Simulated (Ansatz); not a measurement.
**Competing spin states in Sc2CrB2Rh5**

```
Sc Cr B Rh
1.0
     9.33700    0.00000    0.00000
     0.00000    9.33700    0.00000
     0.00000    0.00000    3.05800
Sc Cr B Rh
4 2 4 10
Direct
  0.32470 0.82470 0.00000
  0.17530 0.32470 0.00000
  0.67530 0.17530 0.00000
  0.82470 0.67530 0.00000
  0.00000 0.00000 0.00000
  0.50000 0.50000 0.00000
  0.12200 0.62200 0.00000
  0.37800 0.12200 0.00000
  0.87800 0.37800 0.00000
  0.62200 0.87800 0.00000
  0.21961 0.07074 0.50000
  0.92926 0.21961 0.50000
  0.78039 0.92926 0.50000
  0.07074 0.78039 0.50000
  0.71961 0.42926 0.50000
  0.42926 0.28039 0.50000
  0.28039 0.57074 0.50000
  0.57074 0.71961 0.50000
  0.00000 0.50000 0.50000
  0.50000 0.00000 0.50000
```

Computed with plane-wave PAW DFT (Ansatz 0.2.0): r2SCAN, 500 eV cutoff, 3×3×10 Γ-centred mesh, fermi-dirac occupations of width 0.050 eV. The atoms are fixed and numbered as listed; spin is collinear, without spin-orbit coupling.

The cycle has several fixed points for this cell. Moments (μB):

```csv
state,Cr5,Cr6,other atoms together,size of the net moment a cell
A,2.91,-2.91,0.00,0.00
B,0.00,0.00,0.00,0.00
C,2.89,2.89,0.44,5.98
```

Site moments are taken in small spheres that don't touch (radius about 0.4 of the atom's shortest bond), so those of the magnetic atoms read low, and they needn't add up to the net moment. State B was run without spin polarisation.

Which state has the lowest energy at zero smearing, and how far up are the others?

State A (antiparallel, compensated) comes first by a margin too small to trust; C (parallel moments) lies 0.7 meV above it, B (without moments) lies 119 meV above it, all counted an atom of the cell. The two lowest differ by only 6.8 meV for each atom with a column above, which mesh or functional could overturn.

Which states have a gap on the mesh, and what pressure does each exert on this cell?

A: no gap, -1.0 GPa; B: no gap, -3.8 GPa; C: no gap, -1.1 GPa (positive in compression). Moments take up room: without them the pressure is lower, so that state wants a smaller cell.

What does magnetism gain here?

119 meV an atom of the cell, or 1193 meV for each Cr atom, against state B, which has none. In a metal like this the level decides whether moments form at all, so this is no ordering energy.

The cell is that of a Crystallography Open Database entry, unchanged.

Caveats: only orders that fit this cell and collinear spins were tried, so the true order may need a larger cell or canted moments; atoms and cell are not relaxed, and each state would relax in its own way; r2SCAN overestimates the moments and magnetic energies of itinerant metals, and can make a paramagnetic metal magnetic; the k mesh is coarse, so differences of a few meV are uncertain where a state is a metal; one start a pattern, so a lower state of the same pattern may exist; the nearest magnetic pairs stand parallel in every state found, so their coupling isn't measured.
